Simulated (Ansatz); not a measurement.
Given:

BeSe:
```cif
data_Be4Se4
_chemical_formula_sum 'Be4 Se4'
_space_group_name_H-M_alt 'F-43m'
_space_group_IT_number 216
_space_group_name_Hall 'F -4 2 3'
_cell_length_a 5.17769
_cell_length_b 5.17769
_cell_length_c 5.17769
_cell_angle_alpha 90.000
_cell_angle_beta 90.000
_cell_angle_gamma 90.000
loop_
_atom_site_label
_atom_site_type_symbol
_atom_site_symmetry_multiplicity
_atom_site_Wyckoff_symbol
_atom_site_fract_x
_atom_site_fract_y
_atom_site_fract_z
_atom_site_occupancy
Be1 Be 4 a 0.00000 0.00000 0.00000 1
Se1 Se 4 c 0.25000 0.25000 0.25000 1
```
(The calculation used a cell of 2 atoms; values per cell refer to that cell.)

This is the PBE-relaxed structure.

Question: All from the program Ansatz at the PBE level (PAW), unless another level is named. Estimate the hole effective mass, band 1 of 3 at the edge.

Answer: 0.48 along [100], 3.6 along [110], 1.1 along [111] (mₑ).

Question: Predict the smallest direct gap on the standard path.

Answer: 4.22 eV.

Question: Next, the band gap?

Answer: 2.67 eV (indirect).

Question: Give the valence-band maximum.

Answer: at Γ.

The PBE relaxation kept the symmetry of its start. Spin–orbit coupling is left out wherever it is not named.

Potentials: the earlier of the program's two PAW sets.
